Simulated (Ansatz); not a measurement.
# SnPd: computed property card

SnPd:
```yaml
crystal:
  lattice:
    - [6.10350, 0.00000, 0.00000]
    - [0.00000, 3.93769, 0.00000]
    - [0.00000, 0.00000, 6.47540]
  atoms:
    - { symbol: Sn, position: [0.80767, 0.75000, 0.59117] }
    - { symbol: Sn, position: [0.19233, 0.25000, 0.40883] }
    - { symbol: Sn, position: [0.69233, 0.25000, 0.09117] }
    - { symbol: Sn, position: [0.30767, 0.75000, 0.90883] }
    - { symbol: Pd, position: [0.99124, 0.75000, 0.19184] }
    - { symbol: Pd, position: [0.00876, 0.25000, 0.80816] }
    - { symbol: Pd, position: [0.50876, 0.25000, 0.69184] }
    - { symbol: Pd, position: [0.49124, 0.75000, 0.30816] }
```

Space group Pnma (No. 62); conventional cell a = 6.1035 Å, b = 3.9377 Å, c = 6.4754 Å, α = β = γ = 90.00°.

Method: plane-wave PAW r²SCAN (Ansatz code). The cell and atoms are relaxed at this level. Other levels are named where they apply.

**Cell and energy**

| Property | Value |
|---|---|
| Volume per atom | 19.45 Å³ |
| Density | 9.61 g/cm³ |
| Formation energy from the elements (no fitted shifts) | -0.51 eV/atom |

**Electronic structure**

| Item | Result |
|---|---|
| Electronic character | metallic (no gap) |
| Density of states at the Fermi level | 0.24 states/eV per atom (mean over ±0.08 eV) |
| Gap with spin–orbit coupling | none (metallic) |

**Mechanics**

| Quantity | Value |
|---|---|
| Bulk modulus (Birch–Murnaghan fit) | 104 GPa |
| Pressure derivative B′ | 5.8 |

**Phonons**

| Item | Result |
|---|---|
| Highest zone-centre frequency | 187 cm^-1 |
| Zone-centre stability | no imaginary mode at Γ |

**Charges**

| Item | Value |
|---|---|
| Bader charges | Sn +0.59, Pd -0.59 e |

The workflow started from a Materials Project entry (that database holds measured and hypothetical structures alike); the Crystallography Open Database files this formula in space group No. 62, but the cells were not matched. Whether it is the stable phase at ambient conditions was not checked. The r²SCAN relaxation kept the symmetry of its start. The run is not spin-polarised. As this level gives no gap, phonon frequencies hold no LO–TO term and depend on the k-mesh and smearing (Fermi–Dirac, 0.1 eV here). Axis ratios of metals converge slowly with the k-mesh, so a and c are less sure than the volume. The references are the lowest solids computed at this level, not always the standard phases. Scalar-relativistic: spin–orbit coupling is off unless named, which matters more the heavier the elements.

Potentials: the later of the program's two PAW sets.
